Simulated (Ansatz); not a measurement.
The start is a generated cell, Cu2O placed in the CdI2 structure type. The cell and all atomic positions are relaxed at zero pressure with r2SCAN (plane waves to 500 eV, PAW, scalar-relativistic; Ansatz, an electronic-structure program). First-step values are on the input's coarse k-mesh.

Ansatz input (later rounds restart from its end on a renewed k-mesh):
Ansatz 0.2 input:
```yaml
crystal:
  lattice:
    - [2.679888, 0, 0]
    - [-1.339944, 2.3208511, 0]
    - [0, 0, 4.323216]
  atoms:
    - { symbol: O, position: [0, 0, 0] }
    - { symbol: Cu, position: [0.33333333, 0.66666667, 0.252] }
    - { symbol: Cu, position: [0.66666667, 0.33333333, 0.748] }
basis: { ecutwfc: 500, ecutrho_ratio: 4, xc_grid: 4, fft_grid_basis: typed }
kpoints: { mp_grid: { grid: [10, 10, 6] } }
hamiltonian:
  xc: r2scan
  dispersion: none
  pseudopotentials: { kind: paw }
scf: { occupations: { method: fermi_dirac, width: 0.05 } }
relax: { f_tol: 0.01, max_steps: 100, cell: { stress_tol: 0.02 } }
output: { forces: true, stress: true }
```

```yaml
energy_released: 0.40 eV/atom
volume_change: +13.6 %, from 8.96 to 10.18 Å³/atom
Shortest distances (start → end): "The closest pairs of elements (up to four, under 3.6 Å), start → end: Cu–O 1.89 → 2.07 Å; Cu–Cu 2.64 → 2.46 Å; O–O 2.68 → 2.84 Å"
band_gap_at_the_end: no gap (metallic)
optimiser_moves: 14
```

It ends as:

```cif
data_Cu2O
_chemical_formula_sum 'O1 Cu2'
_space_group_name_H-M_alt 'P-3m1'
_space_group_IT_number 164
_space_group_name_Hall '-P 3 2"'
_cell_length_a 2.83593
_cell_length_b 2.83593
_cell_length_c 4.38481
_cell_angle_alpha 90.000
_cell_angle_beta 90.000
_cell_angle_gamma 120.000
loop_
_atom_site_label
_atom_site_type_symbol
_atom_site_symmetry_multiplicity
_atom_site_Wyckoff_symbol
_atom_site_fract_x
_atom_site_fract_y
_atom_site_fract_z
_atom_site_occupancy
O1 O 1 a 0.00000 0.00000 0.00000 1
Cu1 Cu 2 d 0.33333 0.66667 0.29061 1
```

Final values are on a 19×19×11 k-mesh of the relaxed cell. No spin polarisation in the result. The d or f electrons are treated with no Hubbard U.

The run could not lose the symmetry of its start; a randomly shaken copy of 6 atoms returns to this structure.

The relaxed structure here is a generated cell of Cu2O: the first start was made by placing the elements on the sites of a structure type, and the end was not matched to a known phase here, so it may be hypothetical. Known forms of Cu2O include space group No. 224.
